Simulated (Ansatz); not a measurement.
Method: PBE, scalar-relativistic; no spin polarisation; PAW, 420 eV, 8×8×8 k-mesh, Gaussian smearing of 0.05 eV; code Ansatz; PAW files: Ansatz's generated set soft_2.

A crystal of composition XTe, relaxed at this level of theory, gives this pattern between 10° and 80°.

Cu Kα1 powder pattern (kinematic, no thermal factors).
| 2θ (°) | relative intensity |
| --- | --- |
| 21.22 | 100 |
| 24.55 | 6 |
| 35.00 | 81 |
| 41.29 | 55 |
| 43.22 | 2 |
| 50.33 | 15 |
| 55.22 | 24 |
| 56.78 | 3 |
| 62.77 | 30 |
| 67.07 | 18 |
| 73.94 | 10 |
| 77.95 | 18 |
| 79.27 | 2 |

Which lattice and cell does the pattern come from?

Cubic, space group F-43m (No. 216), a = 7.246 Å, b = 7.246 Å, c = 7.246 Å, α = 90.00°, β = 90.00°, γ = 90.00°. The line positions fix the lattice at most, not the space group, and lines under 1 % of the strongest aren't listed; this is the group of the computed cell.

The calculation on XTe, where X is one element, gave:

```json
{
  "Band gap": "zero (metallic)",
  "Density of states at the Fermi level": "1.0 states/(eV·atom)",
  "Bader charges": "X 0.42; Te -0.42 e",
  "Formation energy from the elements (0 K, uncorrected)": "0.18 eV/atom (unstable against the elements)",
  "Bulk modulus (Birch–Murnaghan)": "27 GPa"
}
```

Sites: X on 4a, Te on 4d.

Which element is X?
A. Bi
B. At
C. Pb
D. Tl

A. X is Bi, so the compound is BiTe.

This is a trial structure; measured cells of the compound in the Crystallography Open Database are in space groups P-3m1, Fm-3m (rock salt).

For elements this heavy, spin–orbit coupling would shift levels and gaps; it isn't included here. The cell is a metal with an odd number of electrons, and spin polarisation wasn't tried. A displaced or strained copy of the relaxed cell lay 1.2 meV/atom lower, so the structure isn't a true minimum at this level, unless the mesh, which matters in a metal, makes it so.
